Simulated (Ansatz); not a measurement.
# B started on a Zr site next to B started on a Zr site in cubic perovskite SrZrO3, 40 atoms, charge 0

Theory: DFT, PBEsol, PAW, plane waves in Ansatz 0.2.0.

Command:

```sh
ansatz run in.yaml --threads 8 --pin off --max-ram 13300MiB --runs-dir r --events-out ev --progress --plain
```

The input less its lattice and atoms:

```yaml
crystal:
  symmetry: { detect: false }
kpoints:
  mp_grid: { grid: [1, 1, 1], shift: [0.25, 0.25, 0.25] }
hamiltonian:
  xc: pbesol
scf:
  occupations: { method: fermi_dirac, width: 0.01 }
relax:
  f_tol: 0.03
  max_steps: 80
  escape_saddle: false
  adjacent_minimum: "off"
output:
  forces: true
  eigenvalues: true
  populations: true
```

Start:

```xyz
40
Lattice="8.2600 0.0000 0.0000 0.0000 8.2600 0.0000 0.0000 0.0000 8.2600" Properties=species:S:1:pos:R:3 pbc="T T T"
Sr    8.2264    8.2571    8.2232
Sr    8.2531    0.0192    4.1330
Sr    8.2551    4.1221    0.0042
Sr    8.2469    4.1327    4.1583
Sr    4.1248    8.2443    0.0086
Sr    4.1347    8.2500    4.1494
Sr    4.1657    4.1644    0.0037
Sr    4.1188    4.1633    4.1228
B     2.0900    2.0631    2.0545
B     2.0817    2.0591    6.1787
Zr    2.0775    6.2069    2.1025
Zr    2.0848    6.1874    6.1948
Zr    6.1936    2.0385    2.0696
Zr    6.2060    2.0573    6.1910
Zr    6.2149    6.1663    2.0737
Zr    6.1803    6.1901    6.1837
O     2.0446    2.0958    0.0264
O     2.0950    2.0792    4.0734
O     2.0237    6.1939    8.2542
O     2.0757    6.2135    4.1071
O     6.1908    2.0613    8.2204
O     6.1800    2.0500    4.1490
O     6.1947    6.2340    8.2524
O     6.1455    6.1873    4.0980
O     0.0135    2.0445    2.0584
O     0.0061    2.0885    6.1860
O     8.2233    6.2310    2.0574
O     0.0249    6.1906    6.1861
O     4.1268    2.0861    2.0908
O     4.1388    2.0594    6.1862
O     4.1334    6.2016    2.0664
O     4.1345    6.1850    6.1821
O     2.0639    8.2261    2.0387
O     2.0545    8.2254    6.1970
O     2.0724    4.1286    2.0668
O     2.0260    4.1314    6.2010
O     6.2000    8.2424    2.0285
O     6.2169    8.2365    6.1706
O     6.1998    4.1073    2.0662
O     6.1944    4.1234    6.1886
```

Steps:

```csv
step,energy less the first (eV),largest force component (eV/Å)
start,0.000,2.716
1,-2.225,1.690
2,-3.660,1.501
3,-4.900,1.684
4,-6.125,2.210
5,-7.716,2.946
6,-9.517,1.464
7,-10.563,1.499
8,-11.096,0.895
9,-11.290,1.071
10,-11.678,0.448
11,-11.840,0.603
12,-12.036,0.513
13,-12.095,0.496
14,-12.132,0.743
15,-12.373,0.613
16,-12.488,0.727
17,-12.648,0.998
18,-13.012,1.799
19,-13.404,1.568
20,-13.476,2.181
21,-13.689,0.699
22,-13.752,0.832
23,-13.858,0.549
24,-13.905,0.479
25,-13.954,0.463
26,-13.991,0.660
27,-14.089,0.174
28,-14.106,0.104
29,-14.137,0.294
30,-14.166,0.385
31,-14.266,1.018
32,-14.442,1.194
33,-14.588,1.452
34,-14.751,0.606
35,-14.846,0.471
36,-14.896,0.354
37,-14.920,0.276
38,-14.946,0.149
39,-14.969,0.171
40,-14.974,0.205
41,-14.981,0.244
42,-14.987,0.089
43,-14.988,0.079
44,-14.989,0.045
45,-14.989,0.048
46,-14.990,0.014
```

A structure on the way, about -13.86 eV from the start:

```xyz
40
Lattice="8.2600 0.0000 0.0000 0.0000 8.2600 0.0000 0.0000 0.0000 8.2600" Properties=species:S:1:pos:R:3 pbc="T T T"
Sr    0.4782    0.3034    0.3262
Sr    0.6256    0.1049    4.1074
Sr    0.1276    4.0107    0.3336
Sr    8.1135    4.5479    4.1870
Sr    4.0115    0.4881    0.0140
Sr    4.1545    0.0651    4.2624
Sr    4.4166    4.3068    0.0197
Sr    4.1990    4.1216    4.2428
B     2.6235    2.6539    1.7846
B     1.6538    2.6739    5.7330
Zr    2.2004    5.8908    2.1875
Zr    2.0608    6.1718    6.3866
Zr    6.1654    2.0720    2.1813
Zr    6.5487    2.0828    6.1575
Zr    6.2029    6.3053    2.0995
Zr    6.1907    6.3395    6.2650
O     2.0763    2.3373    0.5340
O     2.4555    0.9637    2.7133
O     1.9836    5.6280    0.1619
O     2.2607    6.3536    4.2094
O     6.3333    2.1517    8.2012
O     5.7502    2.0488    4.2438
O     6.3341    6.0331    0.0369
O     6.0024    6.2231    4.1608
O     7.9901    1.4866    2.3223
O     0.2957    2.0403    5.8365
O     0.0703    6.3486    2.2889
O     8.2154    6.3974    5.9480
O     4.0523    2.6758    1.8725
O     2.7171    2.0404    5.2354
O     4.1912    5.6949    2.0348
O     4.1153    5.8636    6.3240
O     2.3935    8.0943    1.7958
O     2.1439    8.0179    6.8843
O     1.9838    3.7709    2.5081
O     1.6132    4.0253    6.0489
O     5.5592    0.0048    2.0074
O     5.7676    0.1259    6.2919
O     6.5880    4.1154    2.1994
O     6.2482    4.0646    6.0761
```

End:

```xyz
40
Lattice="8.2600 0.0000 0.0000 0.0000 8.2600 0.0000 0.0000 0.0000 8.2600" Properties=species:S:1:pos:R:3 pbc="T T T"
Sr    0.6367    0.3187    8.1813
Sr    0.3283    8.2151    4.1710
Sr    0.1728    4.2718    0.1226
Sr    8.2502    4.3045    3.9437
Sr    4.4590    0.1883    0.0078
Sr    4.0294    0.1831    4.4506
Sr    4.5434    4.3718    0.1252
Sr    3.7374    4.0268    4.1704
B     2.4895    2.9242    1.6083
B     1.4902    2.5599    5.7226
Zr    2.2023    6.1381    2.1317
Zr    2.2052    6.0914    6.3608
Zr    6.0886    2.1648    2.3167
Zr    6.5128    2.1462    6.2123
Zr    6.2413    6.3622    2.1624
Zr    6.3413    6.2819    6.2513
O     1.8136    2.4127    0.5538
O     2.3035    8.1952    2.6984
O     2.3273    5.5132    0.0938
O     1.9014    6.0523    4.2717
O     6.1211    2.0993    8.2309
O     5.4949    2.3129    4.4089
O     5.9656    6.3974    0.0747
O     6.6782    6.3202    4.2092
O     7.8653    1.9299    2.9477
O     0.2561    1.8555    6.0805
O     0.0915    6.4218    1.9206
O     0.1045    6.5273    6.6146
O     3.8436    2.6369    1.8912
O     2.3786    1.9492    4.9273
O     4.2166    5.8336    2.3814
O     4.2678    5.6792    6.0805
O     2.4989    8.0129    1.2861
O     2.5942    7.9746    6.6509
O     1.9069    3.9774    2.3763
O     1.5532    3.8918    6.0601
O     5.6836    0.1151    2.2455
O     5.9424    0.1270    6.1621
O     6.4624    4.2151    1.9969
O     6.6539    4.1653    6.3819
```

Self-consistency was reached.

Time: 2.4 min of wall time on 8 threads of a Platinum 8488C processor, on a host shared with other runs; peak host memory 1.2 GiB.

**Question.** How much energy did the relaxation gain, and which atom moved most?

**Answer.** 14.99 eV in 46 steps, from a start with small random displacements (the gain also holds any tilting of the ideal host); atom 18 (O) moved 2.56 Å, the median atom 0.43 Å (drift of the whole cell removed).

The run had no spin, and a state with a moment may lie lower. The one k point has no symmetry partners, which can distort the end along one axis.
